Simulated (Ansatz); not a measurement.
The relaxed structure here is a generated cell of TiC: the first start was made by placing the elements on the sites of a structure type, and the end was not matched to a known phase here, so it may be hypothetical. Known forms of TiC include space group No. 225.

A relaxed cell of TiC (Pmma (No. 51)), relaxed on a k-mesh at least as fine as the one used below. Method: PBE (plane waves to 420 eV, PAW, scalar-relativistic; Ansatz, a program for electronic structure). Γ-centred k-mesh 11×11×12 on the run's cell (coarser than for final values), Fermi–Dirac smearing 0.05 eV.

```yaml
crystal:
  lattice:
    - [10.76604, 0.00000, 0.00000]
    - [5.38302, 2.90120, 0.00000]
    - [0.00000, 0.00000, 2.79113]
  atoms:
    - { symbol: C, position: [0.75000, 0.50000, 0.50000] }
    - { symbol: C, position: [0.25000, 0.50000, 0.50000] }
    - { symbol: C, position: [0.00000, 0.50000, 0.50000] }
    - { symbol: C, position: [0.50000, 0.50000, 0.50000] }
    - { symbol: Ti, position: [0.37500, 0.00000, 0.76180] }
    - { symbol: Ti, position: [0.87500, 0.00000, 0.76180] }
    - { symbol: Ti, position: [0.12500, 0.00000, 0.23820] }
    - { symbol: Ti, position: [0.62500, 0.00000, 0.23820] }
```

The atoms are displaced along an unstable phonon of this cell by (Å):

```json
[
 {"atom": "C1", "ux": "0.000", "uy": "0.000", "uz": "0.000"},
 {"atom": "C2", "ux": "0.000", "uy": "0.000", "uz": "0.000"},
 {"atom": "C3", "ux": "0.071", "uy": "0.000", "uz": "-0.132"},
 {"atom": "C4", "ux": "-0.071", "uy": "0.000", "uz": "0.132"},
 {"atom": "Ti5", "ux": "0.000", "uy": "-0.001", "uz": "0.000"},
 {"atom": "Ti6", "ux": "0.000", "uy": "0.001", "uz": "0.000"},
 {"atom": "Ti7", "ux": "0.000", "uy": "0.001", "uz": "0.000"},
 {"atom": "Ti8", "ux": "0.000", "uy": "-0.001", "uz": "0.000"}
]
```

Q: What forces (eV/Å) and pressure result?

A: 
```
atom     Fx    Fy     Fz
----  -----  ----  -----
C1     0.00  0.00   0.00
C2     0.00  0.00   0.00
C3     0.07  0.00  -0.15
C4    -0.07  0.00   0.15
Ti5    0.02  0.00  -0.04
Ti6    0.02  0.00  -0.04
Ti7   -0.02  0.00   0.04
Ti8   -0.02  0.00   0.04
```

Pressure -0.2 GPa.

The undisplaced cell is probably no minimum: from this displacement the run went on to C2/m (No. 12), 0.15 eV/atom below it.

No spin polarisation in the result.
